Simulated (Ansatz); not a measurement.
This run works on a proposed trial structure, not on a known crystal.

Input and command of a plane-wave DFT calculation in Ansatz:

```yaml
crystal:
  lattice:
    - [2.2405707443, 1.2935941224, 4.5453466949]
    - [-2.2405707443, 1.2935941224, 4.5453466949]
    - [0.0, -2.5871882447, 4.5453466949]
  atoms:
    - { symbol: Al, position: [0.0006325594, 0.0006325594, 0.0006325594] }
    - { symbol: Mo, position: [0.4022868588, 0.4022868588, 0.4022868588] }
    - { symbol: W, position: [0.2074452115, 0.2074452115, 0.2074452115] }
    - { symbol: W, position: [0.5966813072, 0.5966813072, 0.5966813072] }
    - { symbol: W, position: [0.7929540631, 0.7929540631, 0.7929540631] }
basis:
  ecutwfc: 420
kpoints:
  mp_grid: { grid: [12, 12, 12] }
hamiltonian:
  xc: pbe
scf:
  occupations: { method: gaussian, width: 0.1 }
output:
  forces: true
  stress: true
  eigenvalues: true
relax:
  adjacent_minimum: "off"
  f_tol: 0.001
  max_steps: 60
  cell: { stress_tol: 0.01 }
```

```bash
ansatz run input.yaml --threads 3 --pin off --max-ram 7680MiB --backend cpu --events-out ev --progress --plain --runs-dir out
```

Processor: Intel(R) Xeon(R) Platinum 8259CL CPU @ 2.50GHz (Skylake/Cascade Lake), 3 threads, on a host shared with other jobs.

Question: Estimate time, memory and problem size.

Answer: About 87 s, peak memory 0.76 GiB. It solves 36 bands at 189 k points (after reduction by symmetry) with about 1551 plane waves (on the last cell), in 26 SCF iterations over 4 ionic steps.
